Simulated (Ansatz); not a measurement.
## NaNiO2, first-principles data

NaNiO₂:
```
NaNiO2
1.0
    2.66701     1.41167     0.00000
   -2.66701     1.41167     0.00000
   -1.97750     0.00000     5.18966
Na Ni O
1 1 2
Cartesian
 -0.98875   1.41167   2.59483
  0.00000   0.00000   0.00000
 -2.72808   1.41167   4.17053
  0.75059   1.41167   1.01913
```
The run is spin-polarised; directions of the spins, atom by atom: 0 ↑ 0 0.

Space group C2/m (No. 12); conventional cell a = 5.334 Å, b = 2.823 Å, c = 5.554 Å, α = γ = 90.00°, β = 110.86°.

Method: r²SCAN (plane waves, PAW; program Ansatz). Geometry: relaxed at this level of theory. Other levels are named where they apply.

Cell and energy:

Volume per atom: 9.77 Å³
Density: 4.83 g/cm³
Formation energy from the elements (no fitted shifts): -133 kJ/mol-atom

Electronic structure:

* **Band gap**: 0.21 eV (indirect)
* **Valence-band maximum**: at A (k = 0.000, 0.000, 0.500 in fractions of the reciprocal vectors)
* **Conduction-band minimum**: on the D2–A line, 53 % of the way from D2 (k = 0.143, 0.143, 0.500 in fractions of the reciprocal vectors) (2 equivalent valleys)
* **Smallest direct gap on the standard path**: 0.63 eV
* **Electron effective mass**: 0.74, 0.85, 1.7 mₑ (principal values)
* **Hole effective mass**: 0.60, 2.5, 10.0 mₑ (principal values)

Magnetism:

Magnetic order: ferromagnetic
Net moment: 0.25 μB per atom

Mechanics:

Bulk modulus (Birch–Murnaghan fit): 127 GPa
Pressure derivative B′: 5.1

Charges:

- Bader charges: Na +0.86, Ni +1.41, O -1.13 e

The workflow started from a Materials Project entry (that database holds measured and hypothetical structures alike); the Crystallography Open Database files this formula in space group No. 12, but the cells were not matched. Whether it is the stable phase at ambient conditions was not checked. The r²SCAN relaxation kept the symmetry of its start; whether a distortion lowers the energy is not shown. The final state is ferromagnetic, chosen from 4 collinear starts compared on coarse meshes (ties went to the first, and starts can fall back to one state), not a proven ground state. Other orbital occupations within this spin state were not tried. No Hubbard U is applied. The references are the lowest solids computed at this level, not always the standard phases (solids in place of the gases).

Potentials: the later of the program's two PAW sets.
